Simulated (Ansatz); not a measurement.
A relaxed cell of TiCoC₄N₄ is given with its symmetry left out. The cell was found from a structure generator's guess, not taken from experiment.

Theory: DFT PBE, scalar-relativistic, plane waves, PAW in Ansatz. Cutoff 420 eV, Γ-centred mesh, Gaussian smearing, collinear spin.

```cif
data_structure
_symmetry_space_group_name_H-M 'P 1'
_symmetry_Int_Tables_number 1
_cell_length_a 5.6982
_cell_length_b 5.6982
_cell_length_c 5.6982
_cell_angle_alpha 90.000
_cell_angle_beta 90.000
_cell_angle_gamma 90.000
_cell_volume 185.01
loop_
_atom_site_label
_atom_site_type_symbol
_atom_site_fract_x
_atom_site_fract_y
_atom_site_fract_z
_atom_site_occupancy
Ti1 Ti 0.50000 0.50000 0.50000 1
Co1 Co 0.00000 0.00000 0.00000 1
C1 C 0.18362 0.18362 0.18362 1
C2 C 0.18362 0.81638 0.81638 1
C3 C 0.81638 0.18362 0.81638 1
C4 C 0.81638 0.81638 0.18362 1
N1 N 0.30495 0.30495 0.30495 1
N2 N 0.30495 0.69505 0.69505 1
N3 N 0.69505 0.30495 0.69505 1
N4 N 0.69505 0.69505 0.30495 1
```

Energies over the elements count from the elements' standard structures at the same level (N₂ as a molecule), with no fitted energy shifts.

Question: Find its symmetry and describe it.

Answer: P-43m (No. 215). Conventional cell: a = 5.698 Å. Ti has 4 N at 1.93 Å; Co has 4 C at 1.81 Å; C has 1 N at 1.20 Å and 1 Co at 1.81 Å; N has 1 C at 1.20 Å and 1 Ti at 1.93 Å.

Question: What is its formation energy per atom?

Answer: +0.11 eV/atom. A positive value: parting into the elements would lower its energy.

Question: Is it a metal?

Answer: Yes, bands cross the Fermi level on the 8×8×8 mesh.

Question: Which magnetic moments does it keep?

Answer: 0.10 μB per atom net, the space between the atoms included; by site: Ti 0.1; Co -0.8 μB.

Question: From what recipe could a structure generator have reached it?

Answer: One such recipe: two interpenetrating cyanide-bridged diamond nets (P-43m, No. 215). Other recipes can lead to the same cell.

The last run used collinear spin, an 8×8×8 mesh for its 10-atom cell and Gaussian smearing of 0.10 eV. In such compounds of Co and Ti a zero gap at this level may well be an artefact, since no Hubbard U is applied. The reference form of C is held partly by dispersion forces, which this level lacks. The magnetic state reached may not be the lowest. Symmetry constrained the relaxation, so the result can be a saddle point.
